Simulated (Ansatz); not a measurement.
Density of states of a Zn4SiAg4SnTe6Se4 cell (elements on a zinc blende lattice, relaxed), per eV and atom, broadened by Gaussian smearing of width 0.1 eV and averaged over bins of 0.2 eV, from 8 eV under the Fermi level at most up to where the solved bands end.

Method: DFT PBE, scalar-relativistic, plane waves, PAW (Ansatz).

Plane waves to 420 eV, a k mesh through Γ of 5×5×3 on the computed 20-atom cell and Gaussian smearing (0.10 eV); no spin polarisation.

```xyz
20
Lattice="3.1188 3.0854 6.0853 -3.0856 -3.1044 6.0782 9.3424 -6.2220 3.0755" Properties=species:S:1:pos:R:3 pbc="T T T"
Si    6.2259   -6.2910    6.1574
Zn    6.2120   -9.1532    8.9573
Zn    6.2993   -0.1245    6.1984
Zn    0.0533   -0.0990    5.8759
Zn    3.1892    0.1262    9.0637
Se    4.5887   -4.5544   10.8396
Se    7.9861   -4.5484   13.6106
Se    1.5495   -4.8327    7.6104
Se    1.5145   -1.6257    4.5732
Ag    3.2759   -6.1489    9.2650
Ag    6.2041   -6.0629   12.1755
Ag    3.1074   -3.2329    6.1954
Ag    6.0967   -3.1899    9.2468
Sn    3.1296   -0.1868    2.9836
Te    7.7301   -4.7931    7.5910
Te    7.8083   -7.7315   10.5719
Te    1.6575   -1.4968   10.6704
Te    4.6296   -1.4719    7.6548
Te    4.8116   -4.8358    4.6643
Te   10.8603   -4.6040   10.5748
```

| E − E_F (eV) | total | Zn 3d | Ag 4d | Te 5p | Se 4p |
| --- | --- | --- | --- | --- | --- |
| -7.95 | 0.512 | 0.151 | 0.005 | 0.069 | 0.061 |
| -7.75 | 0.485 | 0.147 | 0.005 | 0.065 | 0.056 |
| -7.55 | 1.288 | 1.233 | 0.001 | 0.024 | 0.014 |
| -7.35 | 3.700 | 3.530 | 0.004 | 0.061 | 0.034 |
| -7.15 | 2.270 | 2.064 | 0.006 | 0.051 | 0.030 |
| -6.95 | 1.028 | 0.930 | 0.005 | 0.018 | 0.025 |
| -6.75 | 1.670 | 1.577 | 0.006 | 0.018 | 0.030 |
| -6.55 | 0.042 | 0.040 | 0.000 | 0.000 | 0.001 |
| -6.35 | 0.000 | 0.000 | 0.000 | 0.000 | 0.000 |
| -6.15 | 0.000 | 0.000 | 0.000 | 0.000 | 0.000 |
| -5.95 | 0.000 | 0.000 | 0.000 | 0.000 | 0.000 |
| -5.75 | 0.042 | 0.001 | 0.001 | 0.017 | 0.007 |
| -5.55 | 0.384 | 0.006 | 0.016 | 0.146 | 0.069 |
| -5.35 | 0.613 | 0.010 | 0.037 | 0.218 | 0.120 |
| -5.15 | 0.420 | 0.007 | 0.045 | 0.121 | 0.107 |
| -4.95 | 0.404 | 0.008 | 0.070 | 0.098 | 0.114 |
| -4.75 | 0.395 | 0.005 | 0.100 | 0.093 | 0.105 |
| -4.55 | 1.204 | 0.012 | 0.442 | 0.267 | 0.275 |
| -4.35 | 1.646 | 0.011 | 0.902 | 0.237 | 0.344 |
| -4.15 | 2.025 | 0.012 | 1.270 | 0.329 | 0.285 |
| -3.95 | 1.691 | 0.014 | 1.054 | 0.285 | 0.217 |
| -3.75 | 1.459 | 0.012 | 0.979 | 0.216 | 0.145 |
| -3.55 | 2.011 | 0.010 | 1.559 | 0.210 | 0.115 |
| -3.35 | 1.600 | 0.011 | 1.073 | 0.243 | 0.131 |
| -3.15 | 0.999 | 0.013 | 0.410 | 0.278 | 0.159 |
| -2.95 | 0.915 | 0.014 | 0.284 | 0.304 | 0.181 |
| -2.75 | 0.739 | 0.012 | 0.180 | 0.300 | 0.144 |
| -2.55 | 0.663 | 0.011 | 0.135 | 0.298 | 0.137 |
| -2.35 | 0.754 | 0.010 | 0.158 | 0.326 | 0.168 |
| -2.15 | 0.703 | 0.009 | 0.140 | 0.306 | 0.170 |
| -1.95 | 0.634 | 0.008 | 0.112 | 0.290 | 0.160 |
| -1.75 | 0.674 | 0.008 | 0.120 | 0.295 | 0.187 |
| -1.55 | 0.748 | 0.008 | 0.137 | 0.302 | 0.233 |
| -1.35 | 0.746 | 0.008 | 0.133 | 0.325 | 0.216 |
| -1.15 | 0.633 | 0.006 | 0.112 | 0.293 | 0.171 |
| -0.95 | 0.494 | 0.004 | 0.090 | 0.220 | 0.140 |
| -0.75 | 0.564 | 0.004 | 0.101 | 0.253 | 0.158 |
| -0.55 | 0.390 | 0.003 | 0.069 | 0.169 | 0.114 |
| -0.35 | 0.282 | 0.002 | 0.048 | 0.119 | 0.088 |
| -0.15 | 0.138 | 0.001 | 0.023 | 0.053 | 0.048 |
| 0.05 | 0.139 | 0.001 | 0.011 | 0.049 | 0.044 |
| 0.25 | 0.235 | 0.001 | 0.009 | 0.081 | 0.073 |
| 0.45 | 0.153 | 0.001 | 0.004 | 0.052 | 0.049 |
| 0.65 | 0.016 | 0.000 | 0.000 | 0.005 | 0.003 |
| 0.85 | 0.105 | 0.000 | 0.002 | 0.038 | 0.013 |
| 1.05 | 0.252 | 0.001 | 0.006 | 0.098 | 0.031 |
| 1.25 | 0.157 | 0.000 | 0.003 | 0.058 | 0.017 |
| 1.45 | 0.132 | 0.000 | 0.001 | 0.025 | 0.009 |
| 1.65 | 0.422 | 0.001 | 0.003 | 0.077 | 0.031 |
| 1.85 | 0.615 | 0.001 | 0.005 | 0.109 | 0.046 |
| 2.05 | 0.579 | 0.001 | 0.004 | 0.104 | 0.042 |

The columns after the total are the largest Löwdin projections on the valence shells of the potentials, so they needn't add up, and the weight of a shell that a potential lacks goes to other orbitals. The cell has no gap on the mesh.

Spin-orbit coupling is left out, which matters for the bands of heavy elements.

Cost: 2 runs of about 42 core-minutes in all (earlier runs that led there not counted), on Arm Neoverse N1 (shared hosts).